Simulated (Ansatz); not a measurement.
How much do the gradients of NiGe depend on the method?

Cell: a computed structure from the Materials Project (it need not be an observed phase).

Space group Pnma (No. 62); a = 5.3297, b = 3.4509, c = 5.7707 Å.

| site | Wyckoff | site symmetry | x | y | z |
| --- | --- | --- | --- | --- | --- |
| Ni | 4c | .m. | 0.5055 | 0.2500 | 0.6907 |
| Ge | 4c | .m. | 0.6897 | 0.2500 | 0.0870 |

One atom of each set is listed.

First run. Computed with Ansatz: DFT, PBE, plane waves and PAW, scalar-relativistic, collinear spin, 420 eV cutoff, Γ-centred 6×10×6 k-points, Fermi–Dirac smearing 0.05 eV. Start moments as typed (μB): 1.5 on each Ni, none on the rest.

```tsv
site	V_zz (10²¹ V/m²)	η
Ni	-0.96	0.87
Ge	5.86	0.95
```

Second run. The same atoms and settings, except that the functional is r2SCAN and the cutoff is 500 eV.

(1) Given the first result, estimate the second.

Results:

(1) 

```json
{"site": "Ni", "V_zz": "-1.36", "η": "0.69", "change of V_zz": "-0.40"}
{"site": "Ge", "V_zz": "6.28", "η": "0.93", "change of V_zz": "+0.42"}
```

The largest change of V_zz is on Ge, from 5.86 to 6.28. In per cent, |V_zz| changes by +7 on Ge (all sites that start above 2). Where |V_zz| stays above 0.1, η moves most on Ni, from 0.87 to 0.69.

The run finds no gap above 0.1 eV (a metal, or nearly one), so the gradients can move by 10 % or more with the k-mesh. With these PAW files V_zz is typically within 2 to 3 % of all-electron values, but misses above 10 % occur on Ni. The start moments die out, and the run ends without spin.
For the first run: At this cell the PBE pressure is 5 GPa, so with PBE the cell would grow if it were relaxed. The entry's cell may itself be off.
For the second run: The program didn't check the stability of this electronic state in full, so a lower one may lie near.
